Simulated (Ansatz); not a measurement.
ZnSnN2:
```
CELL_PARAMETERS angstrom
      5.90576     0.00000     0.00000
      0.00000     6.80449     0.00000
      0.00000     0.00000     5.53621
ATOMIC_POSITIONS crystal
  Zn 0.58294 0.87499 0.99889
  Zn 0.41706 0.12501 0.49889
  Zn 0.91706 0.37499 0.49889
  Zn 0.08294 0.62501 0.99889
  Sn 0.58737 0.37502 0.99931
  Sn 0.41263 0.62498 0.49931
  Sn 0.91263 0.87502 0.49931
  Sn 0.08737 0.12498 0.99931
  N  0.58248 0.37402 0.37829
  N  0.41752 0.62598 0.87829
  N  0.91752 0.87402 0.87829
  N  0.08248 0.12598 0.37829
  N  0.58029 0.87607 0.37349
  N  0.41971 0.12393 0.87349
  N  0.91971 0.37607 0.87349
  N  0.08029 0.62393 0.37349
```

Relaxed with PBE. Special points in fractions of this cell's reciprocal vectors: Γ (0.000, 0.000, 0.000); X (0.500, 0.000, 0.000); S (0.500, 0.500, 0.000); Y (0.000, 0.500, 0.000); Z (0.000, 0.000, 0.500); U (0.500, 0.000, 0.500); R (0.500, 0.500, 0.500); T (0.000, 0.500, 0.500).

Question: List the band energies nearest the valence-band maximum at these points for PBE (plane waves, PAW; program Ansatz).

Answer: In eV from the valence-band maximum; about four levels below and three above (degenerate sets whole), none deeper than 8.9 eV; points with the same levels are listed once.

```tsv
k	below	above
Γ	-0.74 -0.08 -0.03 0.00	0.11 2.68 3.54
X	-0.60 -0.60 -0.36 -0.36	2.44 2.44 3.69 3.69
S	-0.80 -0.80 -0.78 -0.78	3.00 3.00 3.62 3.62
Y	-0.55 -0.55 -0.39 -0.39	2.23 2.23 4.46 4.46
Z	-0.45 -0.45 -0.43 -0.43	2.45 2.45 3.30 3.30
U	-0.93 -0.93 -0.93 -0.93	3.08 3.08 3.08 3.08
R	-1.28 -1.28 -1.10 -1.10	3.56 3.56 3.59 3.59
T	-0.99 -0.99 -0.85 -0.85	3.20 3.20 3.98 3.98
```

Space group Pna2_1. The PBE relaxation kept the symmetry of its start. Scalar-relativistic: spin–orbit coupling is off unless named, which matters more the heavier the elements.

Potentials: the later of the program's two PAW sets.
